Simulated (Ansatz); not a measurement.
## Zr3Si: from a starting cell to a relaxed one

The start is a relaxed Zr3Si cell, doubled along one cell vector, shaken by Gaussian noise of σ = 0.08 Å a coordinate. The structure is fully relaxed (lattice and positions, P = 0) with r2SCAN (plane waves to 500 eV, PAW, scalar-relativistic; Ansatz, a program for electronic structure). First-step values are on the input's coarse k-mesh.

Ansatz input (later rounds restart from its end on a renewed k-mesh):
Ansatz 0.2 input:
```yaml
crystal:
  lattice:
    - [-2.8204247956, 2.8204247956, 2.8204247956]
    - [2.8204247956, -2.8204247956, 2.8204247956]
    - [5.6408495912, 5.6408495912, -5.6408495912]
  atoms:
    - { symbol: Zr, position: [0.9904633032, 0.5339545277, 0.2504886934] }
    - { symbol: Zr, position: [0.9413664324, 0.4271520544, 0.7247501837] }
    - { symbol: Zr, position: [0.5077670198, 0.5228548933, 0.0114782675] }
    - { symbol: Zr, position: [0.4793884861, 0.5265125903, 0.5060516102] }
    - { symbol: Zr, position: [0.512895268, 0.9980200635, 0.2572632506] }
    - { symbol: Zr, position: [0.5060400391, 0.9943040269, 0.7550155676] }
    - { symbol: Si, position: [-0.0153047306, 0.0200667947, 0.0000858922] }
    - { symbol: Si, position: [-0.0013264767, -0.0144413964, 0.4895355591] }
basis: { ecutwfc: 500, ecutrho_ratio: 4, xc_grid: 4, fft_grid_basis: typed }
kpoints: { mp_grid: { grid: [6, 6, 3] } }
hamiltonian:
  xc: r2scan
  dispersion: none
  pseudopotentials: { kind: paw }
scf: { occupations: { method: fermi_dirac, width: 0.05 } }
relax: { f_tol: 0.01, max_steps: 100, cell: { stress_tol: 0.02 } }
output: { forces: true, stress: true }
```

```json
{
  "volume_change": "-8.3 %, from 22.44 to 20.57 Å³/atom",
  "relative_to_the_parent": "It does not go back: it reaches R3m (No. 160), 0.88 eV/atom below the parent",
  "Shortest distances (start → end)": "The closest pairs of elements (up to four, under 3.6 Å), start → end: Si–Zr 2.60 → 2.74 Å; Zr–Zr 2.63 → 2.96 Å; Si–Si 4.82 → 3.53 Å",
  "band_gap_at_the_end": "no gap (metallic)",
  "optimiser_moves": "20"
}
```

It ends as:

Space group R3m, hexagonal axes (No. 160); a = 8.9816 Å, b = 8.9816 Å, c = 3.5325 Å, α = 90.00°, β = 90.00°, γ = 120.00°

| atom | site | symmetry | x | y | z |
|---|---|---|---|---|---|
| Zr | 9b | .m | 0.0592 | 0.5296 | 0.0546 |
| Si | 3a | 3m | 0.0000 | 0.0000 | 0.8760 |
(The calculation used a cell of 4 atoms; values per cell refer to that cell.)

Final values are on a 14×14×14 k-mesh of the relaxed cell. No spin polarisation in the result.

The relaxed structure here is a generated cell of Zr3Si: the first start was made by placing the elements on the sites of a structure type, and the end was not matched to a known phase here, so it may be hypothetical.
